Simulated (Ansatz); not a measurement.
Starting cell, Ge (diamond):

```xyz
4
Lattice="0.0000 5.7622 5.7622 2.8811 0.0000 2.8811 2.8811 2.8811 0.0000" Properties=species:S:1:pos:R:3 pbc="T T T"
Ge     2.8811     2.8811     2.8811
Ge     2.8811     5.7622     5.7622
Ge     4.3217     4.3217     4.3217
Ge     4.3217     7.2028     7.2028
```

A phonon eigenvector at L = (0.5, 0.0, 0.0) is frozen into this cell: atom i moves by Q times the vector below, so Q is the largest atomic displacement, in Å. The cell is held. It is one choice among 2 degenerate patterns. (q is in reciprocal vectors of the primitive cell; the cell shown is doubled to hold the pattern.)

```csv
atom,x,y,z
Ge1,0.285,-0.520,0.805
Ge2,-0.285,0.520,-0.805
Ge3,0.285,-0.520,0.805
Ge4,-0.285,0.520,-0.805
```

All values below come from PBE (plane waves to 420 eV, PAW, scalar-relativistic; Ansatz, a first-principles code). k mesh 7×14×14 (Γ-centred), Fermi-Dirac smearing 0.05 eV. The energy includes the smearing's −TS. With partly filled bands, energies and forces of such displacements shift with the k mesh and the smearing. Ge was relaxed with its symmetry unable to fall. The PAW data are Ansatz's earlier set. The zero of ΔE is the undisplaced structure.

| Q (Å) | ΔE (eV/cell) |
|---|---|
| -0.180 | 0.063 |
| -0.120 | 0.027 |
| -0.060 | 0.007 |
| 0.000 | 0.000 |
| 0.060 | 0.007 |
| 0.120 | 0.027 |
| 0.180 | 0.063 |

**Question.** Which DFPT wavenumber at L = (0.5, 0.0, 0.0) belongs to this mode?
(A) 59 cm⁻¹
(B) 264 cm⁻¹
(C) 208 cm⁻¹

**Answer.** A, 59 cm⁻¹. The curvature of the scan gives 59 cm⁻¹

(A displaced cell: forces are minus the slopes of the energy, force constants its curvatures, and phonons follow from these.)
